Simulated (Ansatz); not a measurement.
ZnO in space group P6_3/mmc (No. 194; Zn on 2b, O on 2c), DFT-LDA in the program Ansatz with PAW potentials. The conduction-band minimum lies at Γ, with 1 equivalent valley. Second derivatives d²E/dk² of the lowest band at one valley (eV·Å²), along Cartesian directions:

| direction | d²E/dk² |
|---|---|
| [100] | 60.89 |
| [010] | 60.89 |
| [001] | 21.84 |
| [110] | 60.89 |
| [101] | 41.41 |
| [011] | 41.41 |

**Question.** Find the principal effective masses, the density-of-states mass and the conductivity mass.

**Answer.** Off-diagonal terms follow from H_xy = H[110] − (H_xx + H_yy)/2, and m*/mₑ = 7.620 eV·Å² over each eigenvalue: 0.13, 0.13, 0.35. One valley's DOS mass (m₁m₂m₃)^(1/3) = 0.18, conductivity mass 3/(Σ 1/mᵢ) = 0.16 mₑ.

**Question.** What effective density of states Nc follows at 300 K for parabolic valleys?

**Answer.** Nc = 2.509e19 × 1 × (0.18)^(3/2) ≈ 1.9e18 cm⁻³.

The workflow started from a Materials Project entry (that database holds measured and hypothetical structures alike); the Crystallography Open Database copy checked does not list it. It is not the phase usual at ambient conditions (space group No. 186). Symmetry was held in the LDA relaxation; phonons show weakly imaginary modes. A crystal of weakly bound layers computed without a dispersion correction: the cell and the soft elastic constants depend strongly on that.

Potentials: the later of the program's two PAW sets.

Edges and masses are those of Kohn–Sham bands, whose gap is no quasiparticle gap.
